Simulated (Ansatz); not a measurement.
# Two inputs for AlN with Ge replacing Al

Cell: a supercell of AlN (wurtzite type, P6_3mc) built from a structure deposited in the COD (the entry's cell lengths or inner coordinates differ somewhat from later room-temperature determinations), with all atoms left at the host's positions.

```cif
data_structure
_symmetry_space_group_name_H-M 'P 1'
_symmetry_Int_Tables_number 1
_cell_length_a 9.3390
_cell_length_b 6.2260
_cell_length_c 9.9620
_cell_angle_alpha 90.000
_cell_angle_beta 90.000
_cell_angle_gamma 120.000
_cell_volume 501.63
loop_
_atom_site_label
_atom_site_type_symbol
_atom_site_fract_x
_atom_site_fract_y
_atom_site_fract_z
_atom_site_occupancy
Ge1 Ge 0.11111 0.33333 0.00000 1
Al2 Al 0.11111 0.33333 0.50000 1
Al3 Al 0.11111 0.83333 0.00000 1
Al4 Al 0.11111 0.83333 0.50000 1
Al5 Al 0.44444 0.33333 0.00000 1
Al6 Al 0.44444 0.33333 0.50000 1
Al7 Al 0.44444 0.83333 0.00000 1
Al8 Al 0.44444 0.83333 0.50000 1
Al9 Al 0.77778 0.33333 0.00000 1
Al10 Al 0.77778 0.33333 0.50000 1
Al11 Al 0.77778 0.83333 0.00000 1
Al12 Al 0.77778 0.83333 0.50000 1
Al13 Al 0.22222 0.16667 0.25000 1
Al14 Al 0.22222 0.16667 0.75000 1
Al15 Al 0.22222 0.66667 0.25000 1
Al16 Al 0.22222 0.66667 0.75000 1
Al17 Al 0.55556 0.16667 0.25000 1
Al18 Al 0.55556 0.16667 0.75000 1
Al19 Al 0.55556 0.66667 0.25000 1
Al20 Al 0.55556 0.66667 0.75000 1
Al21 Al 0.88889 0.16667 0.25000 1
Al22 Al 0.88889 0.16667 0.75000 1
Al23 Al 0.88889 0.66667 0.25000 1
Al24 Al 0.88889 0.66667 0.75000 1
N25 N 0.11111 0.33333 0.19000 1
N26 N 0.11111 0.33333 0.69000 1
N27 N 0.11111 0.83333 0.19000 1
N28 N 0.11111 0.83333 0.69000 1
N29 N 0.44444 0.33333 0.19000 1
N30 N 0.44444 0.33333 0.69000 1
N31 N 0.44444 0.83333 0.19000 1
N32 N 0.44444 0.83333 0.69000 1
N33 N 0.77778 0.33333 0.19000 1
N34 N 0.77778 0.33333 0.69000 1
N35 N 0.77778 0.83333 0.19000 1
N36 N 0.77778 0.83333 0.69000 1
N37 N 0.22222 0.16667 0.44000 1
N38 N 0.22222 0.16667 0.94000 1
N39 N 0.22222 0.66667 0.44000 1
N40 N 0.22222 0.66667 0.94000 1
N41 N 0.55556 0.16667 0.44000 1
N42 N 0.55556 0.16667 0.94000 1
N43 N 0.55556 0.66667 0.44000 1
N44 N 0.55556 0.66667 0.94000 1
N45 N 0.88889 0.16667 0.44000 1
N46 N 0.88889 0.16667 0.94000 1
N47 N 0.88889 0.66667 0.44000 1
N48 N 0.88889 0.66667 0.94000 1
```

Atoms are numbered from 1 in the order listed; like atoms form one site, named after its first atom.

Reference run. Computed with Ansatz: DFT, PBE, plane waves and PAW, scalar-relativistic, collinear spin, 420 eV cutoff, Γ-centred 3×4×2 k-points, Fermi–Dirac smearing 0.01 eV. Start moments as typed (μB): 1 on each Ge, none on the rest.

Question: The input is changed as follows: `basis.ecutrho_ratio`: not typed → 6. What happens to V_zz (10²¹ V/m²) and η?

Answer: 

```tsv
site	atom	V_zz reference	η reference	V_zz changed	η changed
Ge	1	0.86	0.35	0.86	0.35
Al3	3	-0.32	0.04	-0.32	0.02
Al4	4	0.30	0.35	0.30	0.34
Al7	7	0.32	0.89	0.32	0.89
Al11	11	-0.25	0.94	-0.26	0.94
N25	25	2.94	0.01	2.94	0.01
N28	28	-0.11	0.35	-0.11	0.38
N40	40	3.14	0.05	3.14	0.05
N41	41	-0.025	0.56	-0.024	0.49
N42	42	0.17	0.91	0.17	0.90
N44	44	0.26	0.32	0.26	0.32
N46	46	3.02	0.04	3.02	0.04
```

No V_zz moves by more than 0.01. The table leaves out 36 of the 48 sites, with |V_zz| up to 3.19; their tensors move by 0.01 at most along any direction. The statements above cover all sites. SCF iterations: 14 and 14.

On the reference run: The defect repeats with the cell of 48 atoms, so it feels its images: sites between two images don't show the values beside a lone defect, and zeros or small values of η there can come from the images' arrangement. Al and N carry a gradient in the pure host already, so the values there aren't the defect's effect alone. The defect cell has no gap above 0.1 eV on its mesh, so the values can hang on the smearing and the k-mesh. The cell keeps the host's lattice, where the PBE pressure is 6 GPa. The start moments die out, and the run ends without spin. The neighbours have not yet relaxed around the defect (largest force 0.86 eV/Å), so a real crystal will differ.
